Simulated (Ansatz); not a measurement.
The cell is the one relaxed in the Materials Project (mp-2630), not relaxed further here; entries there can be hypothetical.

SrC₂: DFT, LDA, all-electron PAW with datasets made for the crystal, scalar-relativistic (Ansatz 0.2.0).

```yaml
crystal:
  lattice:
    - [-2.0488908708, 2.0488908708, 3.4066710956]
    - [2.0488908708, -2.0488908708, 3.4066710956]
    - [2.0488908708, 2.0488908708, -3.4066710956]
  atoms:
    - { symbol: Sr, position: [0.0, 0.0, 0.0] }
    - { symbol: C, position: [0.40792644, 0.40792644, 0.0] }
    - { symbol: C, position: [0.59207356, 0.59207356, 0.0] }
kpoints:
  mp_grid: { grid: [10, 10, 10] }
  band_path:
    path:
      - [0.0, 0.0, 0.0]
      - [0.0, 0.0, 0.5]
      - [0.25, 0.25, 0.25]
      - [0.0, 0.5, 0.0]
      - [0.0, 0.0, 0.0]
      - [0.5, 0.5, -0.5]
      - [0.3404309831, 0.6595690169, -0.3404309831]
      - [-0.3404309831, 0.3404309831, 0.3404309831]
      - [0.0, 0.0, 0.0]
    npoints: 8
scf:
  occupations: { method: fermi_dirac, width: 0.03 }
hamiltonian:
  xc: lda
  pseudopotentials: { kind: all_electron, datasets: crystal }
output:
  forces: true
  stress: true
  eigenvalues: true
  efg: { contact_densities: true }
```

Output:

```
hamiltonian.pseudopotentials.datasets: crystal makes datasets for this crystal and solves the spheres of its atoms anew in each pass: cutoff 740.0 eV, the density's 2960.0 eV; for an error of 0.50 meV an atom under PBE, 1.5 meV for the cell; an energy difference from a run of another recipe may be off by several times the error for the cell, under r2SCAN by more, where some 0.1 meV an atom stays at smaller errors; C in spheres of 0.624 Å, 4 of its electrons in bands; Sr in spheres of 1.376 Å, 10 of its electrons in bands
band count auto-derived: 14 (N_el = 18.0; filled up to band 9; 13 by the electrons, moments and atoms)
Sr: output.efg is read without spin–orbit coupling, which moves field gradients at and beside such atoms by some per cent and up to a factor of two; PAW files take it under magnetization.noncollinear and magnetization.spin_orbit
Engine: ansatz 0.2.0
Pseudopotentials: kind: all_electron
Pseudopotential: Sr, paw, valence charge 10, recommended cutoff 740 eV (normal), Koelling and Harmon's equation, gaussian nucleus
Pseudopotential: C, paw, valence charge 4, recommended cutoff 740 eV (normal), Koelling and Harmon's equation, gaussian nucleus
Functional definition: SPW92
  exchange = slater_x
  correlation = pw_c
Crystal: 3 atoms, lattice volume = 57.204 Å³
Basis set: ecut = 740 eV, 2607 PW (Γ)
Bands: 14, of which v1, the nominal top of the filled ones, is band 9 counted from 1 (8 counted from 0)
Symmetry: 16 space group operations
Space group: I4/mmm (ITA 139), of the structure as read, at distance tolerance 3.9e-5 Å
k-points: 102 of 1000
Non-local potential: Sr, projectors of the file, l = 0: 2, l = 1: 2, l = 2: 2
Non-local potential: C, projectors of the file, l = 0: 1, l = 1: 1
PAW form: soft (Blöchl's): semilocal exchange-correlation on the pseudo side does not see the compensation charge
PAW one-centre angular grid: Sr, 110 points (default); XC on its mesh's 1893 points in the sphere
PAW one-centre angular grid: C, 110 points (default); XC on its mesh's 1813 points in the sphere
Initial density: superposition of atomic densities (neutral atoms: chi_scale 0, normalization atom)
Initial wavefunctions: pseudopotential atomic-orbital guess
Functional: x = slater, c = lda
iter 1 solved again at ethr=4.60e-2 eV; its pass at ethr=1.00e-1 eV (dr2=8.28e0 eV) is discarded
SCF iter   1: F=—  HF=-88479.846490 eV  |F-HF|=—  |Δ(HF+E_count)|=         —  Δρ=1.06e-1  dr2=8.44e0  ethr=4.60e-2  ⟨swp⟩=2.4  Hψ=8454  notcnv=0
preconditioner: auto → none  [insulator: Δε(μ)=3.543 eV  Ē_g=14.905 eV  σ=0.030 eV  W_gap=1.00  n_scr=14 (ndim 8)  ℏωp=19.6 eV  f_vac=0.000  D(μ)=0.00/eV (n_scr^D=0)  ε∞_Penn≈2.7]
iter 2 solved again at ethr=3.05e-3 eV; its pass at ethr=4.60e-2 eV (dr2=5.49e-1 eV) is discarded
SCF iter   2: F=—  HF=-88476.994142 eV  |F-HF|=—  |Δ(HF+E_count)|=    2.85e0  Δρ=3.58e-2  dr2=5.54e-1  ethr=3.05e-3  ⟨swp⟩=2.7  Hψ=7105  notcnv=0  defer=20
SCF iter   3: F=—  HF=-88476.842686 eV  |F-HF|=—  |Δ(HF+E_count)|=   1.51e-1  Δρ=1.49e-2  dr2=5.82e-2  ethr=3.05e-3  ⟨swp⟩=4.1  Hψ=4001  notcnv=0  defer=10
SCF iter   4: F=—  HF=-88476.831552 eV  |F-HF|=—  |Δ(HF+E_count)|=   1.11e-2  Δρ=3.98e-3  dr2=3.47e-3  ethr=3.23e-4  ⟨swp⟩=2.7  Hψ=3688  notcnv=0  defer=8
SCF iter   5: F=—  HF=-88476.831171 eV  |F-HF|=—  |Δ(HF+E_count)|=   3.81e-4  Δρ=6.09e-4  dr2=1.83e-4  ethr=1.93e-5  ⟨swp⟩=3.5  Hψ=3193  notcnv=1  defer=13
SCF iter   6: F=—  HF=-88476.831794 eV  |F-HF|=—  |Δ(HF+E_count)|=   6.23e-4  Δρ=1.10e-4  dr2=2.91e-6  ethr=1.02e-6  ⟨swp⟩=3.1  Hψ=3596  notcnv=0  defer=7
SCF iter   7: F=—  HF=-88476.831795 eV  |F-HF|=—  |Δ(HF+E_count)|=   1.15e-6  Δρ=3.61e-5  dr2=6.65e-7  ethr=1.61e-8  ⟨swp⟩=3.1  Hψ=2903  notcnv=0  defer=4
SCF iter   8: F=-88476.831795 eV  HF=-88476.831795 eV  |F-HF|=1.96e-9  |Δ(HF+E_count)|=   8.41e-8  Δρ=3.72e-6  dr2=4.36e-9  ethr=3.70e-9  ⟨swp⟩=3.0  Hψ=2774  notcnv=0  defer=3
SCF 1 converged in 8 iterations: F = -88476.831794 eV  dr2 = 4.36e-9
  Residual-converged pass: ⟨swp⟩=4.4  Hψ=3957  notcnv=0  max |occ|·‖R‖ = 6.2e-6 eV (tolerance 6.5e-6 eV)  dr2=4.07e-9  dr2_onsite=1.31e-9  max |Δocc| = 7.8e-16
  greatest PAW one-centre occupation: 0.987 electrons in one spin orbital (limit 2), on the Sr atom at site 0 (counted from 0), in its partial waves of l = 0
NSCF: frozen V_eff on 65 k-points
SCF converged after 8 iterations
Free energy (F): -88476.831794 eV
Harris-Foulkes:  -88476.831794 eV  (|F-HF|=1.96e-9)
Internal energy: -88476.831794 eV  (E = F + TS)
E sigma→0 (E₀):  -88476.831794 eV
Past the cutoff: the bands carry plane waves up to 1.75 times it, of which those up to 1.5 times it add -0.000107 eV an atom, each by itself; the spheres take 0.000112 eV an atom off the energy for waves past 1.75 times it
By the cutoff:   a pressure is off by up to 0.005 GPa (1.2 times the spheres' own share and the shells' term, over an atom's volume, and 0.004 GPa: a bound that held against runs at twice the plane waves)
Past the cutoffs: a stress includes 0.0004 GPa for waves and charges beyond them, in addition to the slope of what the spheres take
In the spheres:  the bands' charges fall short by 5.4e-8 e at most (sound up to 1e-3)
Fermi energy:    6.149419 eV
--- Per-component energies (eV) ---
  The terms above E_closure are by the made datasets' own strengths, without shells solved beside the bands.
--- Forces (eV/Å), atoms counted from 1 ---
  atom   1  Sr     0.00000000     0.00000000     0.00000000
  atom   2  C     -0.00000000     0.00000000    -0.01384703
  atom   3  C     -0.00000000     0.00000000     0.01384703
  max |Σ_I F_I| component: 4.16e-17 eV/Å
--- Stress (GPa, compression-positive) ---
       -3.327483       0.000000      -0.000000
        0.000000      -3.327483      -0.000000
        0.000000      -0.000000      -4.193023
  P = ⅓ Tr σ = -3.6160 GPa (-36.160 kbar)
--- PAW observables at the nuclei: V_zz in 10²¹ V/m², potentials from the cell's mean, atoms counted from 1 ---
  atom   1  Sr V_zz =    -6.304525   η = 0.0000   by run symmetry: allowed
            electrostatic potential = -5502.896376 V   contact ρ = 399327.000073 e/Å³
  atom   2  C  V_zz =    -7.114426   η = 0.0000   by run symmetry: allowed
            electrostatic potential = -412.536726 V   contact ρ = 854.475886 e/Å³
  atom   3  C  V_zz =    -7.114426   η = 0.0000   by run symmetry: allowed
            electrostatic potential = -412.536726 V   contact ρ = 854.475886 e/Å³
--- Band table (eV; the first three rows and the last of 102) ---
  k-point 0: bands = ["-27.7046", "-9.7167", "-9.7167", "-9.6170", "-6.8958", "3.1524", "3.1707", "4.4790", "4.4790", "8.7973", "8.7973", "9.7902"]
  k-point 1: bands = ["-27.7021", "-9.7757", "-9.7318", "-9.6230", "-6.8015", "3.0904", "3.1014", "4.3094", "4.4164", "8.5274", "9.1751", "10.1486"]
  k-point 2: bands = ["-27.6954", "-9.8868", "-9.7713", "-9.6389", "-6.6376", "2.9274", "2.9499", "4.2027", "4.2935", "7.9501", "10.1791", "11.1048"]
  k-point 101: bands = ["-27.6918", "-9.8386", "-9.7672", "-9.7672", "-6.7505", "1.8094", "4.1170", "4.1170", "5.3461", "8.5652", "11.1387", "12.1996"]
```
